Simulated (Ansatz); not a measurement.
Method: DFT PBE, scalar-relativistic, plane waves, PAW (Ansatz 0.2.0). Settings: cutoff 420 eV, Γ-centred meshes spaced at most about 0.3 Å⁻¹, and about 0.25 Å⁻¹ or finer for metals (2π included), Gaussian smearing. No spin polarisation in the final relaxations.

Temperature and zero-point effects are left out.

Two relaxed structures of B3F2:

1.

```
CELL_PARAMETERS angstrom
3.52387 0.00000 0.00000
0.00000 6.45705 0.00000
-1.63733 0.00000 3.70615
ATOMIC_POSITIONS crystal
B 0.03344 0.50000 0.20057
B 0.17059 0.00000 0.23647
B 0.65220 0.33391 0.20755
B 0.65220 0.66609 0.20755
B 0.28806 0.25347 0.39473
B 0.28806 0.74653 0.39473
F 0.97857 0.50000 0.83299
F 0.98891 0.00000 0.87299
F 0.47048 0.74864 0.82271
F 0.47048 0.25136 0.82271
```

2.

```
CELL_PARAMETERS angstrom
3.32807 0.00000 0.00000
0.00000 3.32807 0.00000
0.00000 0.00000 4.68408
ATOMIC_POSITIONS crystal
B 0.50000 0.00000 0.80895
B 0.00000 0.50000 0.80895
B 0.00000 0.00000 0.68862
F 0.50000 0.00000 0.09848
F 0.00000 0.50000 0.09848
```

Task: Which would you expect to be lower, and how large is the difference?

Result: Cell 1 is lower, by 150 meV/atom. Cell 1 has space group Pm (No. 6), 8.4 Å³/atom and a gap of 1.46 eV on its mesh; cell 2 has space group P4mm (No. 99), 10.4 Å³/atom and no gap. Counting F atoms around B (those within 1.25 times the shortest such distance or 1.15 times the sum of covalent radii; the shortest distance is added where it is long for a bond; a slash parts the counts of unlike sites), cell 1 has B 1 and cell 2 has B 1/4 from 2.5 Å. Cell 1 and cell 2 both hold B–B nets. In cell 1, B on a site of symmetry m is surrounded by 1 F at 1.42 Å, 2 B at 1.73 Å and 2 B at 1.84 Å; around B on a second site of symmetry m lie 1 F at 1.35 Å and 2 B at 1.75 Å; F on a site of symmetry m is surrounded by 1 B at 1.42 Å; 4 more sites not described. In cell 2, B on a site of symmetry 2mm has 1 F at 1.36 Å and 2 B at 1.76 Å; B on a site of symmetry 4mm is surrounded by 4 B at 1.76 Å; F is surrounded by 1 B at 1.36 Å. Both come from invented guesses.

No dispersion correction is applied, so the spacing and binding between layers, chains or molecules are poorly described (P4mm), and this can change margins and order among such cells. Kohn–Sham gaps at this level usually fall short of measured ones. In P4mm an odd number of electrons in the primitive cell allows no gap without spin; a larger cell or a magnetic state could open one. A magnetic state wasn't ruled out in cells without spin, among them P4mm. Cells relaxed within their symmetry can be saddle points. The Pm cell of B3F2 came from shaking the P4mm one.
